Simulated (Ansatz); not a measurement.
Input:

CdSe:
```
CdSe
1.0
    4.34669     0.00000     0.00000
   -2.17334     3.76434     0.00000
    0.00000     0.00000    14.18069
Cd Se
4 4
Direct
  0.00000   0.00000   0.00039
  0.00000   0.00000   0.50039
  0.66667   0.33333   0.75020
  0.33333   0.66667   0.25020
  0.00000   0.00000   0.81264
  0.00000   0.00000   0.31264
  0.66667   0.33333   0.56240
  0.33333   0.66667   0.06240
```

This is the HSE06-relaxed structure.

### Question
All from the program Ansatz at the HSE06 level (PAW), unless another level is named. Predict the band gap.

### Answer
1.50 eV (direct).

### Question
Next, the gap with spin–orbit coupling?

### Answer
1.37 eV (at the special points and the edges found without it).

### Question
Give the valence-band maximum.

### Answer
at Γ.

Space group P6_3mc. A made-up cell: these elements were put on the sites of a structure type. Its sites differ from those of the usual phase in this space group: another stacking or structure type. The cell was relaxed with HSE06 under the symmetry of its start; its stability against distortions is not shown here. The hybrid was solved on a coarse mesh, the path and, where they were found, the r²SCAN edge points; its band edges are the extreme levels among these. Scalar-relativistic: spin–orbit coupling is off unless named, which matters more the heavier the elements.

Potentials: the later of the program's two PAW sets.
